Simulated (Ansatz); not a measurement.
Ag2S:
```
CELL_PARAMETERS angstrom
      3.46667     2.32634     0.00000
     -3.46667     2.32634     0.00000
     -0.00185     0.00000     7.21168
ATOMIC_POSITIONS crystal
  Ag 0.50000 0.50000 0.00000
  Ag 0.10669 0.89331 0.24999
  Ag 0.89331 0.10669 0.75001
  Ag 0.50000 0.50000 0.50000
  S  0.27324 0.72676 0.74996
  S  0.72676 0.27324 0.25004
```

Relaxed with PBEsol. Special points in fractions of this cell's reciprocal vectors: Γ (0.000, 0.000, 0.000); C (0.363, 0.363, 0.000); C2 (-0.363, 0.637, 0.000); Y2 (-0.500, 0.500, 0.000); M2 (-0.500, 0.500, 0.500); D (-0.363, 0.637, 0.500); D2 (0.363, 0.363, 0.500); A (0.000, 0.000, 0.500); L2 (0.000, 0.500, 0.500); V2 (0.000, 0.500, 0.000).

### Question
List the band energies nearest the valence-band maximum at these points for PBEsol with spin–orbit coupling in the plane-wave PAW code Ansatz.

### Answer
In eV from the valence-band maximum; about four levels below and three above (degenerate sets whole), none deeper than 8.9 eV; points with the same levels are listed once.

```
k                     below                above
--  -----------------------  -------------------
Γ     -0.47 -0.47 0.00 0.00  0.95 0.95 1.51 1.51
C   -1.49 -1.49 -0.33 -0.33  1.93 1.93 3.48 3.48
Y2  -0.71 -0.71 -0.48 -0.48  1.31 1.31 2.28 2.28
M2  -1.28 -1.28 -1.28 -1.28  2.36 2.36 2.36 2.36
D   -0.73 -0.73 -0.73 -0.73  3.30 3.30 3.38 3.38
A   -0.19 -0.19 -0.19 -0.19  1.78 1.78 1.78 1.78
L2  -0.31 -0.31 -0.31 -0.31  1.44 1.44 1.44 1.44
V2  -0.51 -0.51 -0.12 -0.12  2.22 2.22 2.49 2.49
```

Space group Cmcm. The first step of the workflow began from a Materials Project structure, measured or hypothetical; the Crystallography Open Database copy checked does not list it. COD files the formula under space group No. 4, 14, so this cell is another polymorph or a model. Whether it is the stable phase at ambient conditions was not checked. Symmetry was held in the PBEsol relaxation; its stability against distortions is not shown here. No spin polarisation was allowed. Point labels and valley counts follow the cell and symmetry of the run, lower than the named group.

Potentials: the later of the program's two PAW sets.
